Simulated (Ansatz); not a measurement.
# Profile along the Zn–O line in ZnO (wurtzite)

ZnO (wurtzite)

```xyz
4
Lattice="3.2799 0.0000 0.0000 -1.6400 2.8405 0.0000 0.0000 0.0000 5.2941" Properties=species:S:1:pos:R:3 pbc="T T T"
Zn     1.6400     0.9468     0.0113
Zn     0.0000     1.8937     2.6584
O      1.6400     0.9468     3.2985
O      0.0000     1.8937     0.6515
```

Fields along a shortest Zn–O line of a (1 -1 0 0) plane (2.01 Å), from Zn to O, interpolated on the slice's grid (step about 0.2 Å). Calculation: PBE (plane waves to 420 eV, PAW, scalar-relativistic; Ansatz, an electronic-structure program). k mesh 12×12×6. Near the nuclei the fields are pseudised (PAW); where an atom keeps semicore shells as valence, they peak there. The PAW data are Ansatz's earlier set. ZnO was relaxed with its symmetry unable to fall.

```json
[
 {"distance from Zn (Å)": "0.00", "valence electron density (e/Å³)": "46.69", "electron localisation function": "x", "density of the highest valence band (e/Å³)": "0.000", "density of the lowest conduction band (e/Å³)": "0.030"},
 {"distance from Zn (Å)": "0.20", "valence electron density (e/Å³)": "30.18", "electron localisation function": "x", "density of the highest valence band (e/Å³)": "0.006", "density of the lowest conduction band (e/Å³)": "0.018"},
 {"distance from Zn (Å)": "0.40", "valence electron density (e/Å³)": "8.77", "electron localisation function": "0.01", "density of the highest valence band (e/Å³)": "0.014", "density of the lowest conduction band (e/Å³)": "0.001"},
 {"distance from Zn (Å)": "0.60", "valence electron density (e/Å³)": "1.89", "electron localisation function": "0.05", "density of the highest valence band (e/Å³)": "0.007", "density of the lowest conduction band (e/Å³)": "0.015"},
 {"distance from Zn (Å)": "0.80", "valence electron density (e/Å³)": "0.70", "electron localisation function": "0.13", "density of the highest valence band (e/Å³)": "0.003", "density of the lowest conduction band (e/Å³)": "0.028"},
 {"distance from Zn (Å)": "1.00", "valence electron density (e/Å³)": "0.56", "electron localisation function": "0.22", "density of the highest valence band (e/Å³)": "0.024", "density of the lowest conduction band (e/Å³)": "0.018"},
 {"distance from Zn (Å)": "1.21", "valence electron density (e/Å³)": "0.88", "electron localisation function": "0.66", "density of the highest valence band (e/Å³)": "0.085", "density of the lowest conduction band (e/Å³)": "0.012"},
 {"distance from Zn (Å)": "1.41", "valence electron density (e/Å³)": "1.96", "electron localisation function": "0.82", "density of the highest valence band (e/Å³)": "0.202", "density of the lowest conduction band (e/Å³)": "0.059"},
 {"distance from Zn (Å)": "1.61", "valence electron density (e/Å³)": "4.40", "electron localisation function": "0.74", "density of the highest valence band (e/Å³)": "0.267", "density of the lowest conduction band (e/Å³)": "0.178"},
 {"distance from Zn (Å)": "1.81", "valence electron density (e/Å³)": "7.35", "electron localisation function": "x", "density of the highest valence band (e/Å³)": "0.150", "density of the lowest conduction band (e/Å³)": "0.298"},
 {"distance from Zn (Å)": "2.01", "valence electron density (e/Å³)": "8.66", "electron localisation function": "x", "density of the highest valence band (e/Å³)": "0.003", "density of the lowest conduction band (e/Å³)": "0.333"}
]
```

x: too close to a nucleus for the ELF to mean much. Band densities are of whole bands, smooth part only.

Density on the Zn–O line (2.01 Å) at its density minimum, 1.0 Å from Zn: 0.55 e/Å³. ELF at that point: 0.2. Element round which the density of the highest valence band (whole band, smooth part) is largest on this plane: O.
